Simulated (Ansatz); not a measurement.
Values for one crystal, relaxed and computed with DFT-PBE+D3(BJ) in the program Ansatz with PAW potentials; other levels are named.

| Property | Result |
|---|---|
| Volume per atom | 24.18 Å³ |
| Band gap | 0.60 eV (indirect) |
| Hole effective mass with spin–orbit coupling | 1.1, 1.1, 3.6 mₑ (principal values) |
| Electron effective mass with spin–orbit coupling | 0.37, 0.42, 0.66 mₑ (principal values) |
| Gap with spin–orbit coupling | 0.58 eV |
| Conduction-band minimum | on the K–Γ line, 41 % of the way from K (6 equivalent valleys) |
| Valence-band maximum | at Γ |

Which of these materials gives this?
A. BN, P6_3/mmc (B on 2b, N on 2d)
B. MoS2, P6_3/mmc (Mo on 2b, S on 4f)
C. Te2Mo, P6_3/mmc (Te on 4f, Mo on 2c)
D. MoS2, R3m (Mo on 3a, S on 3a, S on 3a)

C, Te2Mo, P6_3/mmc (Te on 4f, Mo on 2c)

The PBE+D3(BJ) relaxation kept the symmetry of its start. No spin polarisation was allowed. Scalar-relativistic: spin–orbit coupling is off unless named, which matters more the heavier the elements.

Potentials: the earlier of the program's two PAW sets.
